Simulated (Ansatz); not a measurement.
Relaxed candidate structures of LiH:

A. Fm-3m (No. 225), cF8, rock salt type; a = b = c = 3.980 Å, α = β = γ = 90.00°; H 4a (0.000, 0.000, 0.000); Li 4b (0.500, 0.500, 0.500)

B. F-43m (No. 216), cF8, zinc blende type; a = 4.2575 Å, b = 4.2575 Å, c = 4.2575 Å, α = 90.00°, β = 90.00°, γ = 90.00°; H 4c (0.250, 0.250, 0.250); Li 4a (0.000, 0.000, 0.000)

Task: Rank these by energy per atom (lowest first), as PBEsol (plane waves to 420 eV, PAW, scalar-relativistic; Ansatz, an electronic-structure program) gives it.

Result: A (reference, the lowest among the structures calculated here), B (+0.067 eV/atom)

Task: Give each candidate's band gap.

Result: No candidate is metallic. A: 2.73 eV (no spin-orbit coupling); B: 4.01 eV (no spin-orbit coupling).

Each run could gain symmetry but not lose that of its start, so entries can be saddle points. From databases, or of a type measured for this composition: Fm-3m, cF8, rock salt type; the others are generated cells (placed on structure types, drawn at random, substituted or restacked) that were not matched to a known phase here. Static energies at zero pressure. No spin polarisation in the result.
